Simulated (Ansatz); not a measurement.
TePb$_{2}$S:
```cif
data_Pb2STe
_chemical_formula_sum 'Te1 Pb2 S1'
_space_group_name_H-M_alt 'P4/mmm'
_space_group_IT_number 123
_space_group_name_Hall '-P 4 2'
_cell_length_a 4.44734
_cell_length_b 4.44734
_cell_length_c 6.29037
_cell_angle_alpha 90.000
_cell_angle_beta 90.000
_cell_angle_gamma 90.000
loop_
_atom_site_label
_atom_site_type_symbol
_atom_site_symmetry_multiplicity
_atom_site_Wyckoff_symbol
_atom_site_fract_x
_atom_site_fract_y
_atom_site_fract_z
_atom_site_occupancy
Te1 Te 1 c 0.50000 0.50000 0.00000 1
Pb1 Pb 1 a 0.00000 0.00000 0.00000 1
Pb2 Pb 1 d 0.50000 0.50000 0.50000 1
S1 S 1 b 0.00000 0.00000 0.50000 1
```

Relaxed with r²SCAN.

Task: Tabulate the valence density and the electron localisation function along the shortest Te–Pb contact (3.14 Å), r²SCAN in the plane-wave PAW code Ansatz.

Result: 

| distance from Te (Å) | density (e/Å³) | ELF |
|---|---|---|
| 0.31 | 12.02 | 0.01 |
| 0.47 | 7.22 | 0.08 |
| 0.63 | 3.33 | 0.26 |
| 0.79 | 1.30 | 0.43 |
| 0.94 | 0.70 | 0.53 |
| 1.10 | 0.50 | 0.61 |
| 1.26 | 0.35 | 0.65 |
| 1.42 | 0.27 | 0.56 |
| 1.57 | 0.23 | 0.39 |
| 1.73 | 0.23 | 0.29 |
| 1.89 | 0.30 | 0.29 |
| 2.04 | 0.47 | 0.35 |
| 2.20 | 0.85 | 0.42 |
| 2.36 | 1.64 | 0.40 |
| 2.52 | 3.00 | 0.27 |
| 2.67 | 4.92 | 0.09 |
| 2.83 | 7.24 | 0.01 |

The density is the valence pseudo-density with augmentation charge, so density and ELF within about 1 Å of a nucleus are not all-electron values.

The first step of the workflow began from a Materials Project structure, measured or hypothetical; the Crystallography Open Database copy checked does not list it. With Te and S taken as one species the cell has the higher symmetry Fm-3m, so it may be an ordered model of a mixed-site phase. Its standing as an ambient phase is unchecked. The r²SCAN relaxation kept the symmetry of its start. At this level the phase is dynamically unstable (imaginary phonons). Spin–orbit coupling is left out wherever it is not named.

Potentials: the later of the program's two PAW sets.
